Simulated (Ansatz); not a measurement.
BAs:
```xyz
2
Lattice="0.0000 2.3919 2.3919 2.3919 0.0000 2.3919 2.3919 2.3919 0.0000" Properties=species:S:1:pos:R:3 pbc="T T T"
As     3.5879     3.5879     3.5879
B      0.0000     0.0000     0.0000
```

Relaxed with r²SCAN. Special points in fractions of this cell's reciprocal vectors: Γ (0.000, 0.000, 0.000); X (0.500, 0.000, 0.500); U (0.625, 0.250, 0.625); K (0.375, 0.375, 0.750); L (0.500, 0.500, 0.500); W (0.500, 0.250, 0.750).

**Question.** List the band energies nearest the valence-band maximum at these points for DFT-r²SCAN in the program Ansatz with PAW potentials.

**Answer.** In eV from the valence-band maximum; about four levels below and three above (degenerate sets whole), none deeper than 8.9 eV; … stands for higher levels left out; points with the same levels are listed once.

```tsv
k	below	above
Γ	0.00 0.00 0.00	3.44 3.44 3.44
X	-4.29 -4.29	1.62 1.70 …
U	-8.65 -6.19 -3.67	2.28 5.97 9.79
L	-1.93 -1.93	2.94 5.06 5.06
W	-8.58 -5.71 -5.41	5.70 6.44 7.19
```

Space group F-43m (zinc blende). Symmetry was held in the r²SCAN relaxation. Scalar-relativistic: spin–orbit coupling is off unless named, which matters more the heavier the elements.

Potentials: the later of the program's two PAW sets.
